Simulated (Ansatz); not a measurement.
Given:

SiRh:
```
CELL_PARAMETERS angstrom
      4.67242     0.00000     0.00000
      0.00000     4.67242     0.00000
      0.00000     0.00000     4.67242
ATOMIC_POSITIONS crystal
  Si 0.15786 0.34214 0.65786
  Si 0.34214 0.65786 0.15786
  Si 0.65786 0.15786 0.34214
  Si 0.84214 0.84214 0.84214
  Rh 0.84744 0.65256 0.34744
  Rh 0.65256 0.34744 0.84744
  Rh 0.34744 0.84744 0.65256
  Rh 0.15256 0.15256 0.15256
```

This is the PBEsol-relaxed structure.

Problem. All from plane-wave PAW PBEsol (Ansatz code), unless another level is named. Predict the electronic character.

Solution. metallic (no gap).

Problem. Next, the formation energy from the elements (no fitted shifts)?

Solution. -85 kJ/mol of atoms.

Problem. What about the density of states at the Fermi level?

Solution. 0.12 states/eV per atom (mean over ±0.08 eV).

Problem. And the gap with spin–orbit coupling?

Solution. none (metallic).

Space group P2_13. The first step of the workflow began from a Materials Project structure, measured or hypothetical; the Crystallography Open Database copy checked does not list it. COD files the formula under space group No. 14, so this cell is another polymorph or a model. Its standing as an ambient phase is unchecked. Symmetry was held in the PBEsol relaxation; its stability against distortions is not shown here. No spin polarisation was allowed. The references are the lowest solids computed at this level, not always the standard phases. Scalar-relativistic: spin–orbit coupling is off unless named, which matters more the heavier the elements.

Potentials: the later of the program's two PAW sets.
